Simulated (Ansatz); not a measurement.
## Ti: computed property card

Ti:
```
Ti
1.0
    4.51424     0.00000     0.00000
   -2.25712     3.90945     0.00000
    0.00000     0.00000     2.79897
Ti
3
Cartesian
  0.00000   0.00000   0.00000
  0.00000   2.60630   1.39948
  2.25712   1.30315   1.39948
```

Space group P6/mmm (No. 191); conventional cell a = 4.5142 Å, b = 4.5142 Å, c = 2.7990 Å, α = 90.00°, β = 90.00°, γ = 120.00°.

Method: PBEsol in the plane-wave PAW code Ansatz. The cell and atoms are relaxed at this level. Other levels are named where they apply.

### Cell and energy

- Volume per atom: 16.47 Å³
- Density: 4.83 g/cm³

### Electronic structure

* **Electronic character**: metallic (no gap)
* **Density of states at the Fermi level**: 0.82 states/eV per atom (mean over ±0.08 eV)

### Mechanics

* **Bulk modulus (Birch–Murnaghan fit)**: 120 GPa
* **Pressure derivative B′**: 3.5
* **Elastic constants (relaxed ions, GPa)**: C11 = 204, C12 = 90.6, C13 = 57.9, C33 = 257, C44 = 54.2
* **Mechanical stability**: stable (all eigenvalues of C positive)
* **Hill bulk and shear moduli**: 120 and 62.1 GPa
* **Young's modulus**: 159 GPa
* **Poisson's ratio**: 0.28
* **Debye temperature from the elastic constants**: 467 K

### Phonons

- Highest zone-centre frequency: 222 cm⁻¹
- Zone-centre stability: no imaginary mode at Γ

This is a known high-pressure phase of the composition, computed here at zero pressure and temperature. The PBEsol relaxation kept the symmetry of its start. No spin polarisation was allowed. As this level gives no gap, shear constants depend on the k-mesh and smearing (Fermi–Dirac, 0.1 eV here). As this level gives no gap, phonon frequencies hold no LO–TO term and depend on the k-mesh and smearing (Fermi–Dirac, 0.1 eV here). Axis ratios of metals converge slowly with the k-mesh, so a and c are less sure than the volume.

Potentials: the earlier of the program's two PAW sets.
